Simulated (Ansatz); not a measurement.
# 5 guesses for Be2ZnTe2Se and where they end

Method: Ansatz, DFT PBE, scalar-relativistic, plane waves, PAW. Settings: cutoff 420 eV, Γ-centred meshes spaced at most about 0.3 Å⁻¹, and about 0.25 Å⁻¹ or finer for metals (2π included), Gaussian smearing. No spin polarisation in the final relaxations.

Each guess was relaxed in cell and atoms at zero pressure, within the symmetry of its start. Temperature and zero-point effects are left out. Coordination counts Be, Te or Zn atoms around Se (for each partner element, those within 1.25 times its shortest distance or 1.15 times the sum of covalent radii, where it is the nearest in units of that sum or under 1.3).

```
guess        made from  start group  V start (Å³/atom)  end group  V end (Å³/atom)  coordination at the end  gap on mesh (eV)  E over the lowest end (meV/atom)
    1   LaYMn2Si2 type         P4mm               22.0          ?                ?                        ?                 ?                                 ?
    2  Zr2SiTe2As type        P-4m2               21.5      P-4m2             25.8                     Se 4                 0                               210
    3    LaB2Pt2C type       I4/mmm               18.9     I4/mmm             24.3                     Se 4                 0                                 0
    4      random cell       P6/mmm               14.0     P6/mmm             23.5                     Se 2                 0                               637
    5  CeAlCu2Ni2 type         Cmmm               20.3       Cmmm             22.6                     Se 4                 0                               521
```

Guess 1 as it starts:

```
Be Zn Te Se
1.0
     4.35392    0.00000    0.00000
     0.00000    4.35392    0.00000
     0.00000    0.00000    6.97605
Be Zn Te Se
2 1 2 1
Direct
  0.50000 0.00000 0.99462
  0.00000 0.50000 0.99462
  0.00000 0.00000 0.69730
  0.50000 0.50000 0.82875
  0.00000 0.00000 0.16438
  0.50000 0.50000 0.32032
```

**Question.** Predict the end of this guess and its energy over the lowest end.

**Answer.** It ends in space group P4mm (No. 99), with a = 3.749 Å, c = 11.487 Å, 26.9 Å³/atom and no gap; its coordination is Se 4. It lies 2 meV/atom over the lowest end, within the noise of guess 3 and below guess 2. Counting Be, Te or Zn atoms around Se, this end and the lowest (guess 3) both have Se 4.

```
Be Zn Te Se
1.0
     3.74885    0.00000    0.00000
     0.00000    3.74885    0.00000
     0.00000    0.00000   11.48730
Be Zn Te Se
2 1 2 1
Cartesian
  1.8744 0.0000 0.2026
  0.0000 1.8744 0.2026
  0.0000 0.0000 5.3135
  1.8744 1.8744 10.1078
  0.0000 0.0000 1.7811
  1.8744 1.8744 5.3671
```

Energies over the elements count from the elements' standard structures at the same level, with no fitted energy shifts.

**Question.** Is the lowest end bound against the elements?

**Answer.** Yes: its formation energy is −0.21 eV/atom. A negative formation energy is needed for stability but isn't enough: competing phases decide.

For metals, differences of a few meV/atom aren't resolved. Weakly bound directions are ill-defined at this level, which has no dispersion term (I4/mmm, P4mm, P-4m2), and this can change margins and order among such cells. Spin–orbit coupling, which can matter for Te, is left out. The zero gap of P4mm may come from the functional, which often closes small gaps. The reference forms of Se and Te are held partly by dispersion forces, which this level lacks. Cells relaxed within their symmetry can be saddle points. A lower structure may well exist outside this small set. Some types were kept out of the candidates beforehand, so the set may lack a known form.
